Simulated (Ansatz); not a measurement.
GaAs (zinc blende), conventional cell a = b = c = 5.7456 Å, α = β = γ = 90.00°. The calculation uses the primitive cell of 2 atoms, to which meshes and values per cell refer.

The relaxed cell is deformed in two ways at once: its volume V is scaled, and at that volume it is stretched along z (the c axis of the conventional cell) so that c/a changes. Fractional atomic positions are held.

All values below come from PBE (plane waves to 420 eV, PAW, scalar-relativistic; Ansatz, an electronic-structure program). k mesh 10×10×10 (Γ-centred), Fermi-Dirac smearing 0.05 eV. E stands for the smeared free energy. GaAs was relaxed with its symmetry unable to fall. The zero of ΔE is the relaxed starting cell.

| ΔE (meV/atom) | V/V₀ = 0.960 | V/V₀ = 0.980 | V/V₀ = 1.000 | V/V₀ = 1.020 | V/V₀ = 1.040 |
|---|---|---|---|---|---|
| (c/a)/(c/a)₀ = 0.880 | 45.7 | … | 39.2 | 41.5 | 46.9 |
| (c/a)/(c/a)₀ = 0.940 | 17.5 | … | 10.0 | … | … |
| (c/a)/(c/a)₀ = 1.000 | 7.7 | … | 0.0 | … | 6.6 |
| (c/a)/(c/a)₀ = 1.060 | 17.9 | 12.1 | 10.3 | 12.1 | … |
| (c/a)/(c/a)₀ = 1.120 | 48.6 | 43.0 | 41.3 | 43.2 | 48.3 |

**Question.** Some entries are withheld; supply them.

**Answer.** 
- (c/a)/(c/a)₀ = 0.880, V/V₀ = 0.980: 40.5
- (c/a)/(c/a)₀ = 0.940, V/V₀ = 0.980: 11.8
- (c/a)/(c/a)₀ = 0.940, V/V₀ = 1.020: 11.8
- (c/a)/(c/a)₀ = 0.940, V/V₀ = 1.040: 16.8
- (c/a)/(c/a)₀ = 1.000, V/V₀ = 0.980: 1.9
- (c/a)/(c/a)₀ = 1.000, V/V₀ = 1.020: 1.7
- (c/a)/(c/a)₀ = 1.060, V/V₀ = 1.040: 17.0

(A scan under strain: stresses follow from slopes of the energy per volume, elastic moduli from its curvatures.)
